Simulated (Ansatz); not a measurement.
The start is a relaxed Rh cell displaced along its unstable phonon at q = (0, 0, ½) of its primitive reciprocal cell (62i cm⁻¹), largest move 0.15 Å. Cell shape, volume and atoms are optimised at zero target pressure with PBEsol (plane waves to 420 eV, PAW, scalar-relativistic; Ansatz, a program for electronic structure). The first steps use a coarse 14×14×7 k-mesh.

Initial structure:
```
Rh
1.0
    2.60260     0.00000     0.00000
   -1.30130     2.25392     0.00000
    0.00000     0.00000     5.01095
Rh
2
Cartesian
  0.00000  -0.15000   0.00000
  0.00000   0.15000   2.50548
```

### Question
Which atoms feel the largest initial force, and how large is it?

### Answer
0.13 eV/Å, on Rh1, Rh2 (atoms numbered as listed).

### Question
Is the parent structure recovered?

### Answer
It does not go back: it reaches P6₃/mmc (No. 194), hcp (Mg type), 0.51 eV/atom below the parent.

### Question
How do the shortest distances between atoms change?

### Answer
The closest pairs of elements (up to four, under 3.6 Å), start → end: Rh–Rh 2.52 → 2.67 Å.

### Question
Is the relaxed structure metallic? Give its gap.

### Answer
No gap (metallic).

### Question
Give the final cell and atomic positions.

### Answer

Space group P6₃/mmc (No. 194); a = 2.6876 Å, b = 2.6876 Å, c = 4.3346 Å, α = 90.00°, β = 90.00°, γ = 120.00°

| atom | site | symmetry | x | y | z |
|---|---|---|---|---|---|
| Rh | 2c | -6m2 | 0.3333 | 0.6667 | 0.2500 |

Final values are on a 20×20×11 k-mesh of the relaxed cell. No spin polarisation in the result.

The run could not lose the symmetry of its start, so the end can be a saddle point.

The relaxed structure here is a generated cell of Rh: the first start was made by placing the elements on the sites of a structure type, and the end was not matched to a known phase here, so it may be hypothetical. Known forms of Rh include space group No. 225.
